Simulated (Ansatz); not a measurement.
## Calculated Sn-119 Mössbauer parameters for BAs with Sn replacing As

Cell: a supercell of BAs (zinc blende type, F-43m) built from an entry of the Crystallography Open Database (COD), with the ions relaxed around the defect (PBE).

Space group R3m:H (No. 160); a = 10.1335, c = 24.8220 Å, γ = 120.00°.

```csv
site,Wyckoff,site symmetry,x,y,z
B1,3a,3m,0.0000,0.0000,0.0054
B2,9b,.m,0.1182,0.8818,0.8873
B3,9b,.m,0.2219,0.7781,0.7776
B5,9b,.m,0.2222,0.1111,0.7779
B6,18c,1,0.3336,0.9999,0.6665
B9,9b,.m,0.4438,0.2219,0.5556
B14,3a,3m,0.0000,0.0000,0.6666
B15,9b,.m,0.1113,0.8887,0.5555
B18,9b,.m,0.2222,0.1111,0.4443
B27,3a,3m,0.0000,0.0000,0.3332
Sn,3a,3m,0.0000,0.0000,0.9163
As29,9b,.m,0.1119,0.8881,0.8053
As30,9b,.m,0.2222,0.7778,0.6948
As32,9b,.m,0.2224,0.1112,0.6944
As33,18c,1,0.3343,0.0019,0.5830
As36,9b,.m,0.4445,0.2222,0.4721
As41,3a,3m,0.0000,0.0000,0.5832
As42,9b,.m,0.1111,0.8889,0.4722
As45,9b,.m,0.2222,0.1111,0.3610
As54,3a,3m,0.0000,0.0000,0.2498
```

One atom of each set is listed; the run and its k-mesh use a cell of 54 atoms with edges of 10.13, 10.13, 10.13 Å.

The numbers come from a DFT calculation in Ansatz (PBE, plane waves and PAW, scalar-relativistic, collinear spin, 420 eV cutoff, Γ-centred 2×2×2 k-points, Fermi–Dirac smearing 0.01 eV). Start moments as typed (μB): 1 on each Sn, none on the rest.

Isomer shifts (against SnO₂) follow from the electron density at the nucleus, δ = α(ρ − ρ₀), with α = 0.099 mm s⁻¹ a₀³ and ρ₀ = 183191.44 a₀⁻³ from a line fitted to 8 measured compounds at this level of theory (rms miss 0.12 mm/s). ΔE_Q = ½eQV_zz(1 + η²/3)^½ with Q = -0.132 b for the 23.9 keV state.

Task: Where do the absorption lines lie?

Result: Sn (1 atom a cell): δ = 1.45, |ΔE_Q| = 0.39 mm/s, a doublet at 1.25 and 1.64 mm/s.

The defect repeats with the cell of 54 atoms, so it feels its images: sites between two images don't show the values beside a lone defect, and zeros or small values of η there can come from the images' arrangement. The centre was started off its lattice site, so that it could distort. The defect cell has no gap above 0.1 eV on its mesh, so the values can hang on the smearing and the k-mesh. Without spin–orbit coupling (the program notes it for Sn) the gradients can shift somewhat, as the gap is small. The run lost most of its start moments on Sn; a state with other moments may lie lower.

The relaxation (4 steps) took 4.8 min of wall time (19 min of CPU time) and 5 GiB at its peak, on 4 threads of Arm Neoverse V1 (aarch64; 8 cores open to the job, memory cap 10.0 GiB, no GPU), a shared host with a load of 0.4 a core.
